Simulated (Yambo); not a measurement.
A BSE run in Yambo for B2O3 (space group Cmc2_1, No. 36) (PBEsol bands; 6×6×6 mesh, 8 valence and 8 conduction bands, static screening with 51 bands and a 3 Ry block, scissor 2.58 eV, Tamm-Dancoff; field along x) gives:

```
state  energy (eV)  states within 2 meV  relative strength   class
-----  -----------  -------------------  -----------------  ------
1             9.99                    1             < 0.01    dark
2            10.01                    1             < 0.01    weak
3            10.12                    1             < 0.01    dark
4            10.16                    1               1.00  strong
5            10.31                    1             < 0.01    dark
```

Axes are Cartesian, with cell vectors (Å) (3.91, -2.31, 0.00), (3.91, 2.31, 0.00), (0.00, 0.00, 4.13).

Problem. What changes when the mesh is changed to 4×4×4 (with 11 valence and 12 conduction bands)?

Solution. The lowest state goes from 9.991 eV to 9.951 eV, and its distance below the direct gap from 1.387 eV to 1.428 eV. These are vertical excitations (zero momentum); the indirect quasiparticle gap, about 11.09 eV, is smaller than the direct one (11.38 eV on the GW mesh). The scissor comes from a G0W0 run whose convergence isn't established.

Geometry of the Materials Project entry, not relaxed at this level; primitive cell a = 4.5398 Å, b = 4.5398 Å, c = 4.1334 Å, α = 90.00°, β = 90.00°, γ = 61.15°.

The structure is a Materials Project entry; no match was found in the copy of COD used, and its stability was not checked.
